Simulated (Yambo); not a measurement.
Yambo input for SiC (2H, space group P6_3mc, No. 186) under isotropic strain of +2 % on all lattice vectors (a = b = 3.138 Å, c = 5.149 Å, α = β = 90.00°, γ = 120.00°), on PBEsol (pw.x of Quantum ESPRESSO, ONCV potentials, scalar-relativistic) wavefunctions on a 15×15×8 mesh:

```
optics
chi
dipoles
kernel
FFTGvecs= 40 Ry
Chimod= "HARTREE"
NGsBlkXd= 4 Ry
% QpntsRXd
 1 | 1 |
%
% BndsRnXd
 1 | 31 |
%
GrFnTpXd= "R"
% EnRngeXd
 0.0 | 20.0 | eV
%
% DmRngeXd
 0.2 | 0.2 | eV
%
CGrdSpXd= 50
ETStpsXd= 161
% LongDrXd
 0.0 | 0.0 | 1.0 |
%
```

First lines of the file o-*.eps_q1_inv_rpa_dyson:

```
Absorption @ Q(1):   0.00000000     0.00000000     1.00000000    [q->0 direction]
#
# [ X ] Hartree size     :   43
# [GEN] GF Energies     : Perdew, Burke & Ernzerhof SOL(X)+Perdew, Burke & Ernzerhof SOL(C)
# [GEN] Green`s Function     : Retarded
#
# [GEN] Gauge     : Length
# [GEN] [r,Vnl] included     : yes
#
#    E[1] [eV]     Im(eps)     Re(eps)     Im(eps_o)     Re(eps_o)
#
     0.000000     -0.35943E-14     7.435355     0.21562E-18     7.822312
     0.125000     0.007256     7.437612     0.007796     7.824736
     0.250000     0.014550     7.444394     0.015631     7.832022
     0.375000     0.021918     7.455735     0.023548     7.844206
     0.500000     0.029401     7.471694     0.031586     7.861351
     0.625000     0.037037     7.492352     0.039790     7.883546
     0.750000     0.044870     7.517820     0.048206     7.910906
     0.875000     0.052947     7.548231     0.056882     7.943578
     1.000000     0.061316     7.583751     0.065872     7.981738
     1.125000     0.070032     7.624576     0.075236     8.025597
     1.250000     0.079156     7.670939     0.085036     8.075405
     1.375000     0.088754     7.723111     0.095346     8.131452
     1.500000     0.098904     7.781406     0.106247     8.194076
     1.625000     0.109692     7.846189     0.117833     8.263669
     1.750000     0.121218     7.917882     0.130210     8.340683
     1.875000     0.133599     7.996972     0.143503     8.425639
     2.000000     0.146971     8.084023     0.157857     8.519142
     2.125000     0.161496     8.179688     0.173445     8.621892
     2.250000     0.177365     8.284727     0.190473     8.734702
     2.375000     0.194812     8.400027     0.209186     8.858520
     2.500000     0.214119     8.526627     0.229888     8.994459
     2.625000     0.235635     8.665755     0.252948     9.143829
     2.750000     0.259798     8.818867     0.278832     9.308187
     2.875000     0.287159     8.987711     0.308125     9.489395
     3.000000     0.318430     9.174397     0.341581     9.689703
     3.125000     0.354544     9.381503     0.380187     9.911856
     3.250000     0.396749     9.612218     0.425261     10.15925
     3.375000     0.446754     9.870544     0.478607     10.43612
     3.500000     0.506966     10.16158     0.542760     10.74790
     3.625000     0.580893     10.49195     0.621408     11.10158
     3.750000     0.673853     10.87043     0.720131     11.50645
     3.875000     0.794308     11.30889     0.847799     11.97504
     4.000000     0.956562     11.82371     1.019376     12.52462
```
(The file goes on to the top of the energy range.) Convergence of the RPA response with its 15×15×8 mesh was not tested.

Geometry strained from the cell relaxed with PBEsol, atoms relaxed again.
